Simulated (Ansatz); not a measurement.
NbC$_{2}$ (MoSi2 or CaC2 type), relaxed and computed with several functionals in Ansatz (plane waves, PAW).

| functional | a (Å) | c (Å) | V (Å³/atom) | ΔH_f (eV/atom) | B₀ by P(V) fit (GPa) |
|---|---|---|---|---|---|
| PBEsol | 3.157 | 5.861 | 9.74 | 0.41 | 247 |
| PBE | 3.199 | 5.889 | 10.04 | 0.47 | 220 |
| r²SCAN | ___ | ___ | ___ | ___ | ___ |

Question: Complete the blanks.

Answer: 
- r²SCAN, a (Å): 3.203
- r²SCAN, c (Å): 5.874
- r²SCAN, V (Å³/atom): 10.05
- r²SCAN, ΔH_f (eV/atom): 0.41
- r²SCAN, B₀ by P(V) fit (GPa): 225

Typed or built starts, not in the databases checked: NbC2, MoSi2 or CaC2 type. All cells were relaxed under the symmetry of their starts (and spin orders); stability against distortions was not tested throughout. Rows with no word on spin ran without spin polarisation. Spin–orbit coupling is left out wherever it is not named.

Potentials: the later of the program's two PAW sets.

Ansatz (an electronic-structure program) is a plane-wave DFT program.

Formation energies count from the lowest solids of the elements computed at the same level, not from gases.
